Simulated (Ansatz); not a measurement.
SrTiO₃ (cubic perovskite, space group No. 221), PBEsol in the plane-wave PAW code Ansatz, all energies at zero smearing, with the estimated change up to a 700 eV cutoff added, with one set of potentials and settings (totals compare only within such a set). Cell of 5 atoms (1 Sr, 1 Ti, 3 O): -7657.287 eV.

| element | reference phase | E (eV/atom) |
|---|---|---|
| Sr | Fm-3m, 1 atoms in the cell | -3492.2323 |
| Ti | P6/mmm, 3 atoms in the cell | -2473.9163 |
| O | C2/m, 4 atoms in the cell, spin-polarised | -558.3609 |

Formation energy per atom, worked out: (-7657.287 − 1×(-3492.2323) − 1×(-2473.9163) − 3×(-558.3609))/5 = -3.211 eV/atom (-310 kJ per mol of atoms), at 0 K, without zero-point energy or fitted corrections.

Space group Pm-3m (cubic perovskite). Symmetry was held in the PBEsol relaxation. At this level the phase is dynamically unstable (imaginary phonons). No spin polarisation was allowed. The references are the lowest solids computed at this level, not always the standard phases (solids in place of the gases).

Potentials: the earlier of the program's two PAW sets. The files were generated under PBE; for other functionals the program regenerates the frozen cores, and for LDA and PBEsol the local potential too.
